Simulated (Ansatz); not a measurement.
Frames from the relaxation of a relaxed Te2Mo cell with every coordinate shifted by Gaussian noise of σ = 0.3 Å, as extended XYZ (Å, eV, eV/Å, GPa with compression positive). The numbers are results of PBE (plane waves to 420 eV, PAW, scalar-relativistic; Ansatz, an electronic-structure program), not measurements. Γ-centred k-mesh 8×8×2 on the run's cell (coarser than for final values), Fermi–Dirac smearing 0.05 eV.

```xyz
6
Lattice="3.5570 0.0000 0.0000 -1.7785 3.0804 0.0000 0.0000 0.0000 15.3210" Properties=species:S:1:pos:R:3:forces:R:3 pbc="T T T" step=1 free_energy=-37829.083 pressure=8.7 accepted=T
Mo     0.4220     1.8083    11.9130   -4.5206   -0.3043   -7.4168
Mo     1.6225     0.9825     3.4140    0.3165    1.5907    5.2671
Te    -0.1655     2.1666     1.9017    0.0741   -1.9409   -3.5371
Te     1.8182     1.1328     9.7664    1.1791   -0.5001    0.3160
Te     1.9202     0.6669    13.2683    3.3398    0.7990    7.1349
Te     0.0565     1.5254     5.7627   -0.3889    0.3557   -1.7641
6
Lattice="3.5637 -0.0099 -0.0085 -1.7904 3.1121 0.0228 -0.0366 0.0925 15.4120" Properties=species:S:1:pos:R:3:forces:R:3 pbc="T T T" step=2 free_energy=-37832.015 pressure=-1.8 accepted=T
Mo     0.2851     1.8872    11.8342   -1.9797    0.7301   -2.2075
Mo     1.6281     1.0297     3.5791    0.4997   -0.4969    1.9708
Te    -0.1715     2.1566     1.8402    0.1074   -0.3810   -0.1590
Te     1.8407     1.1732     9.8245    1.1354   -1.0200    0.8578
Te     1.9488     0.7781    13.5101    0.8238    0.3137    1.2688
Te     0.0205     1.5917     5.7477   -0.5866    0.8541   -1.7310
6
Lattice="3.5471 0.0041 -0.0120 -1.7700 3.0922 0.0488 -0.0518 0.2125 15.3808" Properties=species:S:1:pos:R:3:forces:R:3 pbc="T T T" step=4 free_energy=-37833.476 pressure=-0.2 accepted=T
Mo     0.1260     2.1092    11.6578   -0.0228    0.0282    0.0788
Mo     1.7108     0.8786     3.7726    0.0338   -0.0200    0.0242
Te    -0.0695     1.9370     1.9829    0.0102   -0.0063    0.0559
Te     1.8885     1.1054     9.8326    0.0291   -0.0304   -0.0057
Te     1.9083     1.0517    13.4512   -0.0230    0.0014   -0.0887
Te    -0.0520     1.8829     5.6044   -0.0273    0.0272   -0.0646
```

The path has 13 moves and ends in P6₃/mmc (No. 194) (AFLOW prototype AB2_hP6_194_c_f (C7, as in MoS2)), 0.73 eV/atom below its start. Free energies are of the whole cell and compare only within this code, potentials and settings.  No spin polarisation in the result. Without a van der Waals term the distances between weakly bound units are poorly fixed.
